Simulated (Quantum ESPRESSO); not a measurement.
# Band energies of CsVN₂

```
CELL_PARAMETERS angstrom
      0.00000     4.17194     4.17194
      4.17194     0.00000     4.17194
      4.17194     4.17194     0.00000
ATOMIC_POSITIONS crystal
  N  0.12500 0.12500 0.12500
  N  0.62500 0.12500 0.12500
  N  0.12500 0.12500 0.62500
  N  0.12500 0.62500 0.12500
  V  0.25000 0.25000 0.25000
  V  0.00000 0.00000 0.00000
  Cs 0.75000 0.75000 0.75000
  Cs 0.50000 0.50000 0.50000
```

norm-conserving LDA (Quantum ESPRESSO, 84 Ry, without SOC); path ΓXWKΓLUWLK,UX; energies in eV from the valence-band maximum.

| k (1/Å) | point | band 28 | band 29 | band 30 | band 31 | band 32 | band 33 | band 34 | band 35 |
|---|---|---|---|---|---|---|---|---|---|
| 0.00 | Γ | -2.10 | -2.10 | -0.02 | -0.02 | -0.02 | 0.53 | 0.53 | 1.26 |
| 0.38 |  | -2.18 | -2.18 | -1.39 | -0.63 | -0.63 | 0.88 | 1.50 | 1.85 |
| 0.75 | X | -2.76 | -2.26 | -2.26 | -0.94 | -0.94 | 1.47 | 1.47 | 3.00 |
| 0.75 | W | -2.77 | -2.05 | -2.05 | -1.28 | -1.28 | 1.81 | 1.81 | 2.75 |
| 1.02 | K | -2.66 | -2.13 | -2.00 | -1.51 | -0.88 | 1.36 | 2.11 | 2.60 |
| 1.42 |  | -2.30 | -2.14 | -1.42 | -0.93 | -0.52 | 1.03 | 1.40 | 2.02 |
| 1.82 | Γ | -2.10 | -2.10 | -0.02 | -0.02 | -0.02 | 0.53 | 0.53 | 1.26 |
| 2.14 |  | -2.23 | -2.23 | -1.03 | -1.03 | -0.01 | 0.86 | 0.86 | 2.02 |
| 2.47 | L | -2.57 | -2.57 | -1.60 | -1.60 | 0.00 | 0.92 | 0.92 | 2.99 |
| 2.70 |  | -2.57 | -2.21 | -1.69 | -1.69 | -0.57 | 1.12 | 1.69 | 2.62 |
| 2.93 | U | -2.66 | -2.13 | -2.00 | -1.51 | -0.88 | 1.36 | 2.11 | 2.60 |
| 2.93 | W | -2.77 | -2.05 | -2.05 | -1.28 | -1.28 | 1.81 | 1.81 | 2.75 |
| 3.20 |  | -2.57 | -2.16 | -1.79 | -1.63 | -0.68 | 1.21 | 1.83 | 2.53 |
| 3.46 | L | -2.57 | -2.57 | -1.60 | -1.60 | 0.00 | 0.92 | 0.92 | 2.99 |
| 3.69 |  | -2.57 | -2.21 | -1.69 | -1.69 | -0.57 | 1.12 | 1.69 | 2.62 |
| 3.92 | K | -2.66 | -2.13 | -2.00 | -1.51 | -0.88 | 1.36 | 2.11 | 2.60 |
| 3.92 | U | -2.66 | -2.13 | -2.00 | -1.51 | -0.88 | 1.36 | 2.11 | 2.60 |
| 4.19 | X | -2.76 | -2.26 | -2.26 | -0.94 | -0.94 | 1.47 | 1.47 | 3.00 |

The LDA gap is 0.53 eV and nearly direct: the edges lie at L and Γ, the smallest direct gap within 0.02 eV of it. Another valence extremum on the path lies within 0.02 eV, too close to call.

The 3d shell has no Hubbard U; the runs are without spin polarisation, and magnetic order was not tried.

Geometry of the Materials Project entry, not relaxed at this level.

The structure is a Materials Project entry; no match was found in the copy of COD used, and its stability was not checked.
